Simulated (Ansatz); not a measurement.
Suppose AlCu5 takes space group P6/mmm (No. 191), with Al on 1a; Cu on 3g and 2d.

The calculation used DFT PBE, scalar-relativistic, plane waves, PAW in Ansatz 0.2.0. Cutoff 420 eV, Γ-centred mesh, Gaussian smearing, no spin polarisation.

Energies over the elements count from the elements' standard structures at the same level, with no fitted energy shifts.

**Question.** Which cell and coordinates does it relax to?

**Answer.**

Space group P6/mmm (No. 191). a = 7.910 Å, b = 7.910 Å, c = 2.406 Å, α = 90.00°, β = 90.00°, γ = 120.00°
```csv
atom,site,symmetry,x,y,z
Al,1a,6/mmm,0.0000,0.0000,0.0000
Cu,3g,mmm,0.5000,0.0000,0.5000
Cu,2d,-6m2,0.3333,0.6667,0.5000
```

Al has 2 Al at 2.41 Å; around Cu on a site of symmetry mmm lie 4 Cu at 2.28–2.41 Å; Cu on a site of symmetry -6m2 has 5 Cu at 2.28–2.41 Å. Another local minimum with the same sites may exist.

**Question.** Where does its energy lie, and is it a metal?

**Answer.** The energy over the elements is +0.96 eV/atom. The gap on the 6×6×16 mesh of the 6-atom cell is 0 eV (a metal). The separate elements lie lower, so it is unstable against them.

The last run used Gaussian smearing of 0.10 eV. A structure relaxed within its symmetry needn't be a true minimum. Another cell of AlCu5 relaxed alike, in P-62m, lies 1.09 eV/atom lower, so this cell isn't the stable form at this level.
